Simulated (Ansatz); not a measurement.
# What DFT gives for ZnIn₂O₄

```
In O Zn
1.0
     0.00000    4.45777    4.45777
     4.45777    0.00000    4.45777
     4.45777    4.45777    0.00000
In O Zn
4 8 2
Direct
  0.62500 0.62500 0.62500
  0.12500 0.62500 0.62500
  0.62500 0.62500 0.12500
  0.62500 0.12500 0.62500
  0.86500 0.86500 0.86500
  0.84500 0.38500 0.38500
  0.86500 0.86500 0.40500
  0.38500 0.84500 0.38500
  0.40500 0.86500 0.86500
  0.38500 0.38500 0.38500
  0.86500 0.40500 0.86500
  0.38500 0.38500 0.84500
  0.00000 0.00000 0.00000
  0.25000 0.25000 0.25000
```

The numbers come from plane-wave PAW DFT (Ansatz): r2SCAN, no spin polarisation, 500 eV, 5×5×5 Γ-centred k points, cold occupations (width 0.0485 eV). Nothing was relaxed.

(1) How is the charge shared?

(2) What is the band gap?

(3) Is it stable against the elements?

(4) What does the stress say?

Origin: a known structure type with other elements, at an estimated volume, so it need not be a known compound.

## Answers

(1) Bader charges in e: Zn +1.32, In +1.95, O -1.30. In the mean In gives up most and O takes most.

(2) The gap is 2.02 eV, direct at the points sampled. A semilocal functional usually gives too small a gap.

(3) -1.73 eV an atom against the elements' usual phases (free molecules for gases, crystals otherwise, with no correction for O₂ or N₂), so it is bound against them; other compounds may still compete. Relaxing would lower it.

(4) The pressure is 3.9 GPa (compression positive), so with the atoms held at these fractions the cell would first expand; the forces are large, so a full relaxation may end otherwise.
